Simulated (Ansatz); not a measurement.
Input file for Ansatz (a program for electronic structure):

Ansatz 0.2 input:
```yaml
crystal:
  lattice:
    - [0.0, 2.1021082462, 2.1021082462]
    - [2.1021082462, 0.0, 2.1021082462]
    - [2.1021082462, 2.1021082462, 0.0]
  atoms:
    - { symbol: O, position: [0.0, 0.0, 0.0] }
    - { symbol: Mg, position: [0.5, 0.5, 0.5] }
kpoints:
  mp_grid: { grid: [11, 11, 11] }
hamiltonian:
  xc: r2scan
  pseudopotentials: { kind: paw }
scf:
  occupations: { method: fixed }
checkpoint: { read: static.run }
output: { write_density: true, elf: true, volumetric_format: npy }
basis: { fft_grid_basis: typed }
```

Output (shortened):

```
Pseudopotentials: kind: paw
Pseudopotential: O, paw, valence charge 6
Pseudopotential: Mg, paw, valence charge 10
Functional definition: r2SCAN
Crystal: 2 atoms, lattice volume = 18.578 Å³
Basis set: ecut = 500 eV, 459 PW (Γ), exchange–correlation on 96×96×96 points (64 copies of the dense FFT grid, shifted against one another)
Bands: 12, of which v1, the nominal top of the filled ones, is band 8 counted from 1 (7 counted from 0)
Symmetry: 48 space group operations
Space group: Fm-3m (ITA 225), of the structure as read, at distance tolerance 2.6e-5 Å
k-points: 56 of 1331
PAW frozen core: O, regenerated for the run's functional
PAW frozen core: Mg, regenerated for the run's functional
Initial density: read from a saved state, or passed on in memory by an earlier SCF of this step, an earlier step, the calling program or the single point that …
Stability of the state it starts from, as read at its close in the unpolarized treatment …
Initial wavefunctions: pseudopotential atomic-orbital guess
Eigensolver: davidson
Functional: x = r2scan, c = r2scan; τ floored in thin density (d = 2e-4 eV/Å³)
iter 1 solved again at ethr=6.85e-9 eV; its pass at ethr=3.10e-3 eV (dr2=1.10e-6 eV) is discarded
SCF iter   1: F=—  HF=-2498.334997 eV  |F-HF|=—  |Δ(HF+E_count)|=         —  Δρ=1.68e-7  dr2=2.70e-12  dr2_τ=3.72e-13  ethr=6.85e-9  ⟨swp⟩=3.5  Hψ=5544  notcnv=0  defer=107
all-band conjugate gradients solve this SCF's bands
preconditioner: auto → none
SCF iter   2: F=-2498.334997 eV  HF=-2498.334997 eV  |F-HF|=9.09e-13  |Δ(HF+E_count)|=  5.71e-10  Δρ=1.02e-7  dr2=6.76e-13  dr2_τ=1.93e-13  ethr=1.00e-12  ⟨swp⟩=6.6  Hψ=2641  notcnv=0
SCF 1 converged in 2 iterations: F = -2498.334997 eV  dr2 = 6.76e-13
SCF converged after 2 iterations
Free energy (F): -2498.334997 eV
Harris-Foulkes:  -2498.334997 eV  (|F-HF|=9.09e-13)
Internal energy: -2498.334997 eV  (E = F + TS)
E sigma→0 (E₀):  -2498.334997 eV
Fermi energy:    7.787067 eV
--- Per-component energies (eV) ---
  E_band       = -311.212716
  E_kinetic    = 256.750876
  E_local      = -1601.478791  (includes V_loc(G=0)·N_el)
  E_nonlocal   = 142.538451
  E_hartree    = 554.962926
  E_xc         = -103.294818
  E_vxc        = -149.072020  (∫ρ·V_xc dr)
  E_paw        = -455.983739  (= ΣΔE_a)
  E_vpaw       = -79.515053  (= ΣTr[D̂ρ^β])
  E_aug_tail   = 0.001031  (compensation charges beyond the density's cutoff)
  E_vtau       = 9.636952  (kinetic-family band-sum trace: ∫τ·v_τ [+ j·A + Jᵃ·Aᵃ] dr)
  E_ewald      = -1291.772785
  E_core_change = -0.058149  (= ΣΔE_core)
  E_smearing   =  0.000000  (= −TS)
  E_closure    =  0.000000  (closes the sum)
  Σ components = -2498.334997   (vs F -2498.334997, Δ=0.00e0)
  [band-id]    e_kinetic+e_local+e_nonlocal+2·e_hartree+e_vxc+e_vpaw+e_augmentation_tail+e_vtau = -311.212701   (vs E_band -311.212716, Δ=1.43e-5)
--- Band table (eV; the first three rows and the last of 56) ---
  k-point 0: bands = ["-67.1156", "-32.1944", "-32.1944", "-32.1944", "-10.4445", "7.7871", "7.7871", "7.7871", "13.4728", "24.6444", "24.6444", "24.6444"]
  k-point 1: bands = ["-67.1150", "-32.2014", "-32.1950", "-32.1950", "-10.3543", "7.2582", "7.7287", "7.7287", "13.9900", "23.5660", "24.8576", "24.8576"]
  k-point 2: bands = ["-67.1133", "-32.2203", "-32.1968", "-32.1968", "-10.1030", "6.0971", "7.5764", "7.5764", "15.0751", "22.1277", "25.3432", "25.3432"]
  k-point 55: bands = ["-67.1048", "-32.2472", "-32.2442", "-32.2227", "-8.8783", "4.6794", "4.8923", "6.1442", "20.0881", "20.8213", "21.2641", "24.8633"]
  band table: 12 of 12 bands, residual norms ≤ 1.0e-3 eV
```

Cost: about 2.1 core-seconds (a rough figure) on shared cores.

Symmetry was held in the r²SCAN relaxation; phonons on a q-mesh show no instability.

Potentials: the later of the program's two PAW sets.

Ansatz is a plane-wave DFT program.
